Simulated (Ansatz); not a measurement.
Zone-centre phonons of Ge at 15 GPa: input and output

Theory: Ansatz, DFT LDA, scalar-relativistic, plane waves, PAW.

Launched with:
```bash
ansatz run input.yaml --threads 1 --pin off --max-ram 3072MiB --backend cpu --events-out ev --progress --plain --runs-dir out
```

Input (bare energies are in eV):
```yaml
crystal:
  lattice:
    - [0.0, 2.6765734125, 2.6765734125]
    - [2.6765734125, 0.0, 2.6765734125]
    - [2.6765734125, 2.6765734125, 0.0]
  atoms:
    - { symbol: Ge, position: [0.5, 0.5, 0.5] }
    - { symbol: Ge, position: [0.75, 0.75, 0.75] }
basis:
  ecutwfc: 420
kpoints:
  mp_grid: { grid: [12, 12, 12] }
hamiltonian:
  xc: lda
scf:
  occupations: { method: gaussian, width: 0.01 }
output:
  eigenvalues: true
phonons:
  method: dfpt
  eigenvectors: true
```

The end of the output:
```
--- Phonons (Γ-DFPT): 1 representative perturbation + reference, on 163 of 1728 k-points (Σ response iterations 3) ---
  k mesh reduced under 8 symmetry operations, with k and −k counted as one. Each operation leaves every solved displacement unchanged or reverses it
  ASR residual: 4.277e-5 → 0.000e0 eV/Å²; symmetrization residual: 8.811e-13 eV/Å²
  ASR residual per site (eV/Å²): 4.28e-5 4.28e-5
  Γ frequencies (cm⁻¹): 0.00 0.00 0.00 343.41 343.41 343.41
  non-analytic LO–TO correction: not included (Born effective charges unavailable; polar crystals: no LO–TO splitting at Γ)
```

It took 18 s on 1 thread of AMD EPYC 7R43 64-Core Processor (Zen 3), with other jobs on the host, peak memory 0.68 GiB.

The real crystal has changed phase below this pressure. The bands were filled as in an insulator; under compression the gap may have closed between mesh points.